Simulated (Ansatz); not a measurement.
Ge:
Space group Fd-3m, origin choice 1 (No. 227); a = b = c = 12.686 Å, α = β = γ = 90.00°

```
atom  site  symmetry       x       y       z
----  ----  --------  ------  ------  ------
Ge     32e       .3m  0.0715  0.0715  0.0715
```
(The calculation used a cell of 8 atoms; values per cell refer to that cell.)

Relaxed with PBEsol.

Task: Which orbitals make up the states near the Fermi level in the program Ansatz at the PBEsol level (PAW)?

Result: Within 0.5 eV of the Fermi level: Ge 4p 79 %, Ge 4s 19 %. Projections are on Löwdin-orthogonalised atomic valence shells; empty p or d shells of many metals are not among them.

Task: Tabulate the density of states.

Result: States/eV per cell of 8 atoms, in 0.25 eV bins, energy from the Fermi level.

| E (eV) | total | Ge 4p | Ge 4s | Ge 3d |
|---|---|---|---|---|
| -7.85 | 1.17 | 0.49 | 0.68 | 0.00 |
| -7.60 | 0.69 | 0.30 | 0.38 | 0.00 |
| -7.35 | 1.90 | 0.86 | 1.03 | 0.00 |
| -7.10 | 2.25 | 1.05 | 1.18 | 0.00 |
| -6.85 | 1.58 | 0.75 | 0.81 | 0.00 |
| -6.60 | 0.82 | 0.40 | 0.41 | 0.00 |
| -6.35 | 0.46 | 0.23 | 0.23 | 0.00 |
| -6.10 | 0.23 | 0.11 | 0.11 | 0.00 |
| -5.85 | 0.07 | 0.03 | 0.04 | 0.00 |
| -5.60 | 16.00 | 5.55 | 10.29 | 0.02 |
| -5.35 | 0.00 | 0.00 | 0.00 | 0.00 |
| -5.10 | 0.00 | 0.00 | 0.00 | 0.00 |
| -4.85 | 0.09 | 0.07 | 0.01 | 0.00 |
| -4.60 | 0.24 | 0.19 | 0.04 | 0.00 |
| -4.35 | 0.47 | 0.38 | 0.09 | 0.00 |
| -4.10 | 0.79 | 0.64 | 0.14 | 0.00 |
| -3.85 | 1.28 | 1.04 | 0.21 | 0.00 |
| -3.60 | 2.40 | 1.98 | 0.38 | 0.00 |
| -3.35 | 2.39 | 2.04 | 0.31 | 0.00 |
| -3.10 | 0.81 | 0.72 | 0.07 | 0.00 |
| -2.85 | 4.16 | 3.87 | 0.22 | 0.00 |
| -2.60 | 5.78 | 5.58 | 0.11 | 0.00 |
| -2.35 | 9.75 | 9.48 | 0.11 | 0.01 |
| -2.10 | 3.26 | 3.17 | 0.05 | 0.00 |
| -1.85 | 0.58 | 0.57 | 0.01 | 0.00 |
| -1.60 | 0.00 | 0.00 | 0.00 | 0.00 |
| -1.35 | 3.61 | 3.50 | 0.07 | 0.00 |
| -1.10 | 8.80 | 8.42 | 0.29 | 0.00 |
| -0.85 | 4.14 | 3.91 | 0.19 | 0.00 |
| -0.60 | 7.47 | 6.40 | 0.97 | 0.00 |
| -0.35 | 4.58 | 3.94 | 0.58 | 0.00 |
| -0.10 | 4.04 | 3.32 | 0.66 | 0.00 |
| 0.15 | 3.88 | 2.96 | 0.85 | 0.00 |
| 0.40 | 8.71 | 6.46 | 2.05 | 0.01 |
| 0.65 | 6.02 | 4.41 | 1.40 | 0.00 |
| 0.90 | 3.75 | 2.70 | 0.90 | 0.00 |
| 1.15 | 1.52 | 1.08 | 0.38 | 0.00 |
| 1.40 | 3.59 | 2.26 | 1.09 | 0.00 |
| 1.65 | 4.95 | 3.91 | 0.74 | 0.00 |
| 1.90 | 4.24 | 3.47 | 0.48 | 0.00 |
| 2.15 | 4.28 | 3.49 | 0.48 | 0.00 |
| 2.40 | 3.77 | 3.12 | 0.38 | 0.00 |
| 2.65 | 3.55 | 3.00 | 0.31 | 0.00 |
| 2.90 | 3.38 | 2.79 | 0.31 | 0.00 |
| 3.15 | 5.30 | 4.01 | 0.54 | 0.00 |
| 3.40 | 3.95 | 2.26 | 0.30 | 0.00 |
| 3.65 | 6.10 | 3.71 | 0.48 | 0.00 |
| 3.90 | 6.16 | 3.02 | 0.46 | 0.00 |
| 4.15 | 7.60 | 3.60 | 0.62 | 0.00 |
| 4.40 | 6.64 | 2.42 | 0.46 | 0.00 |
| 4.65 | 7.66 | 2.44 | 0.21 | 0.00 |

The start of the workflow was typed in or built on a structure type. Its sites differ from those of the usual phase in this space group: another stacking or structure type. The PBEsol relaxation kept the symmetry of its start; whether a distortion lowers the energy is not shown. The volume moved by 47 % from the start of the relaxation. Spin–orbit coupling is left out wherever it is not named.

Potentials: the later of the program's two PAW sets.
